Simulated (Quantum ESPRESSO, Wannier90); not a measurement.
# ZrN (rock salt), plane waves to Wannier functions

Cell from Materials Project (mp-1352), symmetrised, no further relaxation. COD (Crystallography Open Database) has an entry of this formula and space group (matched by these alone). Level: PBEsol, no spin polarisation, no spin-orbit coupling; pw.x of Quantum ESPRESSO at 68 Ry with PseudoDojo potentials, 12×12×12 k-points, Wannier90. Density: 12×12×12 mesh, cold smearing 0.01 Ry.

```
begin unit_cell_cart
ang
    0.0000000000    2.2942650000    2.2942650000
    2.2942650000    0.0000000000    2.2942650000
    2.2942650000    2.2942650000    0.0000000000
end unit_cell_cart
mp_grid = 12 12 12
```

Problem. Which shells of neighbouring k-points and which b-vectors and weights does Wannier90 pick for this cell and mesh?

Solution. 
```
 *---------------------------------- K-MESH ----------------------------------*
 +----------------------------------------------------------------------------+
 |                    Distance to Nearest-Neighbour Shells                    |
 |                    ------------------------------------                    |
 |          Shell             Distance (Ang^-1)          Multiplicity         |
 |          -----             -----------------          ------------         |
 |             1                   0.197645                      8            |
 |             2                   0.228221                      6            |
 |             3                   0.322753                     12            |
 |             4                   0.378461                     24            |
 |             5                   0.395290                      8            |
 |             6                   0.456441                      6            |
 |             7                   0.497395                     24            |
 |             8                   0.510317                     24            |
       ... (lines left out)
 +----------------------------------------------------------------------------+
 | The b-vectors are chosen automatically                                     |
 | The following shells are used:                       1                     |
 +----------------------------------------------------------------------------+
 |                        Shell   # Nearest-Neighbours                        |
 |                        -----   --------------------                        |
 |                          1               8                                 |
 +----------------------------------------------------------------------------+
 | Completeness relation is fully satisfied [Eq. (B1), PRB 56, 12847 (1997)]  |
 +----------------------------------------------------------------------------+
 |                  b_k Vectors (Ang^-1) and Weights (Ang^2)                  |
 |                  ----------------------------------------                  |
 |            No.         b_k(x)      b_k(y)      b_k(z)        w_b           |
 |            ---        --------------------------------     --------        |
 |             1         0.114110    0.114110   -0.114110     9.599750        |
 |             2         0.114110   -0.114110    0.114110     9.599750        |
 |             3        -0.114110    0.114110    0.114110     9.599750        |
 |             4         0.114110    0.114110    0.114110     9.599750        |
 |             5        -0.114110   -0.114110    0.114110     9.599750        |
 |             6        -0.114110    0.114110   -0.114110     9.599750        |
 |             7         0.114110   -0.114110   -0.114110     9.599750        |
 |             8        -0.114110   -0.114110   -0.114110     9.599750        |
```
